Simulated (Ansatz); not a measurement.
Zr3Ga5:
```cif
data_Ga20Zr12
_chemical_formula_sum 'Zr12 Ga20'
_space_group_name_H-M_alt 'Cmcm'
_space_group_IT_number 63
_space_group_name_Hall '-C 2c 2'
_cell_length_a 8.86648
_cell_length_b 7.09945
_cell_length_c 9.01596
_cell_angle_alpha 90.000
_cell_angle_beta 90.000
_cell_angle_gamma 90.000
loop_
_atom_site_label
_atom_site_type_symbol
_atom_site_symmetry_multiplicity
_atom_site_Wyckoff_symbol
_atom_site_fract_x
_atom_site_fract_y
_atom_site_fract_z
_atom_site_occupancy
Zr1 Zr 8 e 0.29587 0.00000 0.00000 1
Zr2 Zr 4 c 0.00000 0.14122 0.25000 1
Ga1 Ga 8 g 0.29213 0.28863 0.25000 1
Ga2 Ga 4 c 0.00000 0.52176 0.25000 1
Ga3 Ga 8 f 0.00000 0.18223 0.55116 1
```
(The calculation used a cell of 16 atoms; values per cell refer to that cell.)

Relaxed with r²SCAN.

### Question
Which orbitals make up the states near the Fermi level in r²SCAN in the plane-wave PAW code Ansatz?

### Answer
Within 0.5 eV of the Fermi level: Zr 4d 68 %, Ga 4p 26 %. Projections are on Löwdin-orthogonalised atomic valence shells; empty p or d shells of many metals are not among them.

### Question
Tabulate the density of states.

### Answer
States/eV per cell of 16 atoms, in 0.25 eV bins, energy from the Fermi level.

```csv
E (eV),total,Zr 4d,Ga 4p,Ga 4s
-7.85,4.80,0.41,1.56,2.09
-7.60,3.88,0.38,1.22,1.78
-7.35,4.80,0.63,1.45,2.25
-7.10,4.75,0.75,1.36,2.30
-6.85,5.43,1.01,1.50,2.54
-6.60,4.26,0.78,1.21,1.96
-6.35,3.93,0.69,1.21,1.74
-6.10,4.01,0.80,1.18,1.76
-5.85,3.79,0.84,1.07,1.66
-5.60,2.71,0.65,0.72,1.20
-5.35,1.36,0.37,0.38,0.53
-5.10,3.49,0.98,0.96,1.34
-4.85,4.71,1.27,1.44,1.70
-4.60,4.03,1.08,1.41,1.23
-4.35,1.86,0.49,0.75,0.45
-4.10,3.01,0.71,1.56,0.42
-3.85,4.88,1.05,2.85,0.43
-3.60,5.54,1.32,3.14,0.54
-3.35,6.11,1.62,3.38,0.59
-3.10,7.00,2.04,3.88,0.56
-2.85,6.17,1.89,3.51,0.36
-2.60,11.90,4.00,6.92,0.45
-2.35,12.78,5.15,6.76,0.42
-2.10,10.88,4.80,5.41,0.32
-1.85,11.48,5.80,5.01,0.33
-1.60,9.08,4.96,3.58,0.26
-1.35,10.85,6.14,4.14,0.24
-1.10,9.68,5.89,3.25,0.25
-0.85,7.10,4.50,2.18,0.20
-0.60,6.84,4.52,1.94,0.17
-0.35,6.85,4.62,1.84,0.16
-0.10,6.39,4.46,1.59,0.13
0.15,4.90,3.26,1.31,0.14
0.40,2.95,1.95,0.77,0.10
0.65,5.87,4.29,1.11,0.21
0.90,8.48,6.30,1.51,0.28
1.15,9.43,7.20,1.53,0.27
1.40,9.54,7.21,1.54,0.32
1.65,9.76,7.46,1.40,0.40
1.90,11.50,8.68,1.64,0.62
2.15,10.87,7.95,1.59,0.75
2.40,12.92,9.59,1.84,0.86
2.65,11.26,7.90,1.73,1.05
2.90,10.66,6.90,1.76,1.32
3.15,12.03,7.19,2.28,1.61
3.40,14.93,8.90,2.83,2.05
3.65,14.69,8.85,2.69,2.05
3.90,11.63,6.52,2.53,1.67
4.15,7.61,3.75,1.83,1.24
4.40,12.68,5.85,3.07,2.21
4.65,10.57,4.36,2.76,1.78
4.90,8.14,2.80,2.43,1.44
```

The workflow started from a Materials Project entry (that database holds measured and hypothetical structures alike); the Crystallography Open Database copy checked does not list it. Whether it is the stable phase at ambient conditions was not checked. The r²SCAN relaxation kept the symmetry of its start; whether a distortion lowers the energy is not shown. No spin polarisation was allowed. Scalar-relativistic: spin–orbit coupling is off unless named, which matters more the heavier the elements.

Potentials: the later of the program's two PAW sets.
